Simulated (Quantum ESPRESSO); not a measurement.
# Moving one atom in Si3BC3N

Calculated results; nothing here was measured. They come from pw.x of Quantum ESPRESSO 7.5, a plane-wave density functional program, with PseudoDojo standard norm-conserving files (v0.5 for PBE, v0.4.1 for LDA and PBEsol). The cells are made up: elements, strain and atom displacements were drawn at random, and nothing was relaxed. There is no spin polarisation, spin-orbit coupling or dispersion term.

The cell has 8 sites of a wurtzite lattice (rectangular cell). Sites 1 to 4 hold Si Si Si B; sites 5 to 8 hold C C C N. Cell vectors in Å: (3.114, -0.024, 0.021); (-0.042, 5.246, 0.051); (0.035, 0.048, 5.007). Settings: PBE, cutoff 1143 eV, 6 x 4 x 4 k mesh shifted by half a step, Fermi-Dirac smearing of 0.025 eV.

Each run shifts the Si atom on site 2 along z and leaves all else fixed. Site 6 is one of its nearest neighbours. E is the free energy of the cell above the lowest run shown. The last column is band 17 less band 16 at Gamma, from a band step after each run.

```
run  shift (Å)  Fz on site 2 (eV/Å)  Fz on site 6 (eV/Å)  P (GPa)  E (meV)  level step at Gamma (eV)
  1    -0.1169                2.655               -1.127    -6.61    292.6                     0.545
  2    -0.1010                2.522               -1.128    -6.65    251.4                     0.558
  4    -0.0479                1.969               -1.070    -6.75    131.5                     0.621
  5     0.0469                0.544               -0.666    -6.65      7.7                     0.816
  6     0.0716                0.071               -0.483    -6.54      0.0                     0.882
  7     0.1286               -1.203                0.099    -6.14     31.0                     1.046
  3    -0.0741                    ?                    ?        ?        ?                         ?
```

A rerun of one of these cells at 1437 eV and k mesh 8 x 6 x 6 moved values by no more than 0.002 eV in the cell's energy, 0.11 GPa in stress and 0.009 eV/Å in force.

## Worked fit

A parabola through the six runs shown gives Fz on site 2 = 1.329 - 15.26 u - 34.1 u² eV/Å, with u in Å and a scatter of 0.012 eV/Å. Minus the slope, 15.26 ± 0.25 eV/Å², is this atom's force constant along z at u = 0, with its periodic images moving too. The fitted force vanishes at u = 0.075 Å, where the energy should be lowest along this line. The error is the larger of the fit's own and the change that a cubic makes, rounded up.

## Withheld run

Question: what Fz on site 2 should run 3 give?

The fit gives 2.273 eV/Å. The calculation gave 2.263 eV/Å.

| run | shift (Å) | Fz on site 2 (eV/Å) | Fz on site 6 (eV/Å) | P (GPa) | E (meV) | level step at Gamma (eV) |
| --- | --- | --- | --- | --- | --- | --- |
| 3 | -0.0741 | 2.263 | -1.111 | -6.71 | 187.0 | 0.585 |